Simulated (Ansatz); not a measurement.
Se:
```xyz
3
Lattice="4.0663 0.0000 0.0000 -2.0331 3.5215 0.0000 0.0000 0.0000 5.1304" Properties=species:S:1:pos:R:3 pbc="T T T"
Se     1.0057     0.0000     4.2754
Se    -0.5028     0.8710     0.8551
Se     1.5303     2.6506     2.5652
```

This is the PBE+D3(BJ)-relaxed structure.

Question: All from PBE+D3(BJ) (plane waves, PAW; program Ansatz), unless another level is named. Predict the smallest direct gap on the standard path.

Answer: 0.53 eV.

Question: Next, the band gap?

Answer: 0.47 eV (indirect).

Question: And the conduction-band minimum?

Answer: at H (2 equivalent valleys).

Question: Predict the valence-band maximum.

Answer: on the L–H line, 77 % of the way from L.

Space group P3_121 (trigonal Se type). The cell was relaxed with PBE+D3(BJ) under the symmetry of its start. Scalar-relativistic: spin–orbit coupling is off unless named, which matters more the heavier the elements.

Potentials: the later of the program's two PAW sets.
